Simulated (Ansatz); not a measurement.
# All-electron card of MoN₂

```
Mo N
1.0
     0.00000    2.45930    2.45930
     2.45930    0.00000    2.45930
     2.45930    2.45930    0.00000
Mo N
1 2
Direct
  0.00000 0.00000 0.00000
  0.25000 0.25000 0.25000
  0.75000 0.75000 0.75000
```

Atoms are numbered in the order listed.

The cell was built from the fluorite type and relaxed in the same program, and has space group Fm-3m; it needn't be a known or the stable phase.

All numbers are computed: DFT, PBE, all-electron LAPW, scalar-relativistic (Ansatz 0.2.0); DFT, PBE, PAW with Ansatz's default frozen-core files, scalar-relativistic (Ansatz 0.2.0).

For LAPW: a Γ-centred 12×12×12 k mesh, Fermi–Dirac smearing of 0.05 eV, basis error target 0.5 meV/atom, no spin polarisation. PAW takes a cutoff of 420 eV at this cell. The Ansatz runs share mesh, smearing and spin set-up. Values come from LAPW unless marked.

```
Band gap                                                                                                               : none: bands cross the Fermi level, a metal
Density of states at the Fermi level (0.2 eV bin)                                                                      : 3.59 states/eV per cell
Löwdin charges (with 0.09 e of the cell spilling out of the atomic basis, so their sizes and signs hang on that basis) : Mo1 1.27, N2 -0.59 e
Bader charges (from the PAW run)                                                                                       : Mo1 +2.21, N2 -1.10 e
Volume per atom                                                                                                        : 9.92 Å³
Pressure at this cell                                                                                                  : -0.01 GPa
```
